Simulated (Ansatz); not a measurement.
Ru3W:
```
CELL_PARAMETERS angstrom
      3.81728     0.00000     0.00000
      0.00000     3.81728     0.00000
      0.00000     0.00000     3.81728
ATOMIC_POSITIONS crystal
  Ru 0.00000 0.50000 0.50000
  Ru 0.50000 0.50000 0.00000
  Ru 0.50000 0.00000 0.50000
  W  0.00000 0.00000 0.00000
```

Relaxed with PBEsol. Special points in fractions of this cell's reciprocal vectors: Γ (0.000, 0.000, 0.000); X (0.000, 0.500, 0.000); M (0.500, 0.500, 0.000); R (0.500, 0.500, 0.500).

### Question
List the band energies nearest the Fermi level at these points for DFT-PBEsol with spin–orbit coupling in the program Ansatz with PAW potentials.

### Answer
In eV from the Fermi level; about four levels below and three above (degenerate sets whole), none deeper than 8.9 eV; points with the same levels are listed once.

```csv
k,below,above
Γ,-2.27 -2.27 -2.27 -2.27 -2.01 -2.01,0.36 0.36 0.36 0.36
X,-0.50 -0.50 -0.45 -0.45,0.37 0.37 0.69 0.69
M,-0.23 -0.23 -0.10 -0.10,0.70 0.70 1.12 1.12
R,-1.96 -1.96 -1.96 -1.96,0.47 0.47 0.99 0.99
```

Space group Pm-3m (Cu3Au type). A made-up cell: these elements were put on the sites of a structure type; neither database checked (COD, Materials Project) lists it. Whether it is the stable phase at ambient conditions was not checked. The cell was relaxed with PBEsol under the symmetry of its start; its stability against distortions is not shown here. No spin polarisation was allowed.

Potentials: the earlier of the program's two PAW sets. The files were generated under PBE; for other functionals the program regenerates the frozen cores, and for LDA and PBEsol the local potential too.
